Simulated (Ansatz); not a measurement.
YGe2Ru2, a database entry at a rescaled volume

```yaml
crystal:
  lattice:
    - [0.00000, 4.26027, 0.00000]
    - [4.26027, 0.00000, 0.00000]
    - [2.13013, 2.13013, -4.95955]
  atoms:
    - { symbol: Y, position: [0.00000, 0.00000, 0.00000] }
    - { symbol: Ru, position: [0.75000, 0.25000, 0.50000] }
    - { symbol: Ru, position: [0.25000, 0.75000, 0.50000] }
    - { symbol: Ge, position: [0.37100, 0.37100, 0.25800] }
    - { symbol: Ge, position: [0.62900, 0.62900, 0.74200] }
```

The numbers come from plane-wave PAW DFT (Ansatz): r2SCAN, spin-orbit coupling, 500 eV, 7×7×5 Γ-centred k points, fermi-dirac occupations (width 0.0197 eV). Nothing was relaxed.

The state carries no moments; the state need not be the lowest.

Question: Is the cell too large or too small?

Answer: The pressure is -3.7 GPa (compression positive), so with the atoms held at these fractions the cell would first shrink.

Question: Which element gives electrons and which takes them?

Answer: Bader charges in e: Y +1.81, Ge -0.24, Ru -0.66. In the mean Y gives up most and Ru takes most.

Question: What happens at the Fermi level?

Answer: It is a metal, with about 2.9 states/eV a cell as the mean within 0.25 eV of the Fermi level, mostly Ru d (59 %) and Y d (21 %).

Question: Where is the largest force?

Answer: The largest is on Ge4 (and as large on other atoms): 0.46 eV/Å, components (0.01, 0.01, -0.46). It makes 62° with the line to a nearest neighbour, Ru2 at 2.44 Å.

Origin: a database entry at a rescaled volume.
